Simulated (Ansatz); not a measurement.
# TiO2 under strain — Ti-47 NMR of the central transition

Cell: a COD entry, relaxed with PBE at fixed cell and then changed (z compressed by 2 %, ions relaxed).

```cif
data_structure
_symmetry_space_group_name_H-M 'P 1'
_symmetry_Int_Tables_number 1
_cell_length_a 5.3755
_cell_length_b 5.3755
_cell_length_c 5.3755
_cell_angle_alpha 138.782
_cell_angle_beta 138.782
_cell_angle_gamma 59.707
_cell_volume 66.76
loop_
_atom_site_label
_atom_site_type_symbol
_atom_site_fract_x
_atom_site_fract_y
_atom_site_fract_z
_atom_site_occupancy
Ti1 Ti 0.00000 0.00000 0.00000 1
Ti2 Ti 0.75000 0.25000 0.50000 1
O3 O 0.21138 0.21138 0.00000 1
O4 O 0.96138 0.46138 0.50000 1
O5 O 0.53862 0.03862 0.50000 1
O6 O 0.78862 0.78862 0.00000 1
```

Sites (sets of like atoms) are named by element and the number of their first atom in this list.

All values are calculated (Ansatz; DFT, PBE, plane waves and PAW, scalar-relativistic, 420 eV cutoff, Γ-centred 11×11×11 k-points, Fermi–Dirac smearing 0.02 eV), not measured.

Ti-47 has I = 5/2 and Q = 302.0 mb (Pyykkö 2018); at 9.4 T its Larmor frequency is ν₀ = 22.6 MHz. Only the quadrupole interaction is simulated: positions count from each site's isotropic chemical shift, and J coupling is left out, as are shift anisotropy and dipolar coupling, which fast spinning averages.

(1) What does the Ti-47 spectrum (fast magic-angle spinning) show for each site?

Results:

(1) 

```tsv
site	first shell	C_Q (MHz)	η	P_Q (MHz)	δ_QIS (ppm)	breadth (kHz)
Ti	6 O at 1.93–1.97 Å	6.74	0.00	6.74	-533	25.8
```

δ_QIS = −(ν_Q²/30ν₀²)[I(I+1) − 3/4](1 + η²/3) × 10⁶ ppm with ν_Q = 3|C_Q|/[2I(2I−1)]; it falls as 1/B₀² in ppm, and the breadth as 1/B₀ in kHz.

The broadest static pattern spans 63 kHz. The table holds for spinning faster than that; slower spinning leaves sidebands.

An axis of threefold or higher order runs through Ti, so V_zz lies along it and η is zero.

At this changed cell the PBE pressure is 8 GPa.
